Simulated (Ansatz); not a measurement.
## Vibrations of Ni (Fm-3m) by finite displacements

```
Ni
1.0
     0.00000    1.73232    1.73232
     1.73232    0.00000    1.73232
     1.73232    1.73232    0.00000
Ni
1
Direct
  0.00000 0.00000 0.00000
```

Starting moments along z (μB): Ni1 +0.6.

Level of theory, where no other is named: PBEsol, PAW on Ansatz 0.2.0's default frozen-core files (fitted under PBE), scalar-relativistic, spin-polarised. k mesh 24×24×24, Fermi-Dirac smearing of 0.100 eV, cutoff 420 eV. The cell was relaxed by PAW under this functional, which moved its volume by -5 % from the database entry's.

Atoms are displaced by 0.0025 Å in the smallest supercells that hold the wave vectors of a 4×4×4 mesh. Negative values stand for unstable modes.

**Question.** What are the phonon energies at the solved wave vectors, in THz?

**Answer.** 

```csv
q,point,modes (THz)
0.250 0.000 0.000,–,"3.27 (×2), 7.12"
0.500 0.000 0.000,L,"4.65 (×2), 9.37"
0.250 0.250 0.000,–,"4.85 (×2), 7.09"
0.500 0.250 0.000,–,"5.83, 6.56, 8.65"
-0.250 0.250 0.000,–,"4.68, 6.57, 8.28"
0.500 0.500 0.000,X,"6.71 (×2), 9.03"
-0.250 0.500 0.250,W,"6.61, 7.89 (×2)"
```

**Question.** Is the structure dynamically stable at these wave vectors?

**Answer.** Yes, no mode is unstable there; wave vectors off this mesh aren't tested.

**Question.** The cell is scaled evenly to 10.241 and 10.553 Å³ (from 10.397), with free atoms relaxed and the shape held. What are the mode Grüneisen parameters γ = −d ln ω/d ln V?

**Answer.** For the highest mode, 323.4 cm⁻¹ in the small cell and 301.7 in the large one give γ ≈ 2.32. From the change of the dynamical matrix on each mode:

| point | cm⁻¹ | γ |
| --- | --- | --- |
| 0.25/0/0 | 109.1 | 1.51 |
| 0.25/0/0 | 237.4 | 2.11 |
| L | 155.1 | 1.60 |
| L | 312.4 | 2.32 |
| 0.25/0.25/0 | 161.8 | 1.77 |
| 0.25/0.25/0 | 236.6 | 2.04 |
| 0.5/0.25/0 | 194.4 | 1.76 |
| 0.5/0.25/0 | 218.8 | 1.97 |
| 0.5/0.25/0 | 288.6 | 2.25 |
| -0.25/0.25/0 | 156.1 | 1.51 |
| -0.25/0.25/0 | 219.1 | 2.06 |
| -0.25/0.25/0 | 276.1 | 2.18 |
| X | 223.7 | 1.89 |
| X | 301.1 | 2.30 |
| W | 220.6 | 1.89 |
| W | 263.1 | 2.18 |

Weighted by the modes' heat capacities at 300 K, the mean on this mesh is 1.92; it moves with the q mesh, and a coarse one overweights the zone boundary.

Limits of these numbers: frozen-core PAW files fitted under PBE, their cores solved anew for the functional of the run; a lower magnetic state may exist; responses of metals move with mesh and smearing.
